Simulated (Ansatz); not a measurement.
**Squeezing ReBi (CsCl type)**

```
CELL_PARAMETERS angstrom
3.39575 0.00000 0.00000
0.00000 3.39575 0.00000
0.00000 0.00000 3.39575
ATOMIC_POSITIONS crystal
Re 0.00000 0.00000 0.00000
Bi 0.50000 0.50000 0.50000
```

The cell comes from a relaxation on PAW files under the same functional, begun from a prototype that needn't be the stable phase.

Its volume is scaled at fixed shape and fractional positions.

Computed with Ansatz 0.2.0; functional PBE, scalar-relativistic. Settings: a Γ-centred 11×11×11 k mesh, Fermi–Dirac smearing of 0.05 eV, no spin polarisation. Methods: LAPW: all electrons, basis error target 1 meV/atom; PAW: frozen-core files, cutoff 420 eV; crystal datasets: all electrons, by PAW datasets that the program makes for each cell; norm-conserving: pseudopotentials, cutoff 980 eV; PAW (core large): files with a larger core, cutoff 420 eV.

Energies are extrapolated to zero smearing and count from the unscaled cell; pressure is positive in compression; gaps take the mesh and a band path. No temperature or zero-point motion is included.

Spin–orbit coupling is left out, which matters for the heavy atoms. The structure type is held throughout; the real material can change phase at far lower pressure.

| V/V0 | V (Å³/atom) | P LAPW (GPa) | ΔE LAPW (eV/atom) | P PAW − LAPW (GPa) | ΔE PAW − LAPW (meV/atom) |
| --- | --- | --- | --- | --- | --- |
| 1.00 | 19.58 | 0.01 | 0.000 | -0.04 | 0.0 |
| 0.90 | 17.62 | 21.4 | 0.117 | 0.00 | -0.3 |
| 0.80 | 15.66 | 60.2 | 0.591 | 0.10 | 0.2 |
| 0.70 | 13.70 | 133.1 | 1.723 | 0.38 | 2.9 |
| 0.60 | 11.75 | ? | ? | ? | ? |
| 0.50 | 9.79 | 568.8 | 9.039 | 3.60 | 37.7 |
| 0.40 | 7.83 | 1248 | 19.528 | 11.54 | 120.9 |

(1) Fit the Vinet equation to the LAPW pressures shown (residuals weighted by 1/(|P| + 0.03·Pmax)), and predict the pressure of the withheld row.

(2) At the smallest volume, how far do crystal datasets and norm-conserving and PAW (core large) lie from LAPW in pressure?

(3) How do the Löwdin populations by LAPW change from the unscaled cell to the last row?

Answers

(1) The fit gives V0 = 19.60 Å³/atom, B0 = 148 GPa and B0′ = 5.42. At 11.75 Å³/atom, x = (V/V0)^(1/3) = 0.8431, and P = 3·B0·(1 − x)/x²·exp[1.5·(B0′ − 1)·(1 − x)] = 277.6 GPa. The run itself gave 274.5 GPa (+1.1 % off) and ΔE = 4.116 eV/atom.

(2) crystal datasets: +0.01 GPa; norm-conserving: +14.54 GPa; PAW (core large): +11.54 GPa, on a LAPW pressure of 1248 GPa.

(3) Re 5s 1.98 → 1.86, Re 6s 0.67 → 0.47, Re 5p 5.99 → 5.95, Re 5d 6.36 → 7.74, Bi 5s 1.99 → 1.93, Bi 6s 1.69 → 1.13, Bi 5p 5.99 → 5.94, Bi 6p 3.15 → 2.79, Bi 5d 9.99 → 9.93 electrons an atom. These are projections on the shells that the free atoms fill; 0.19 e a cell lies outside them at the start and 0.28 e at the end.
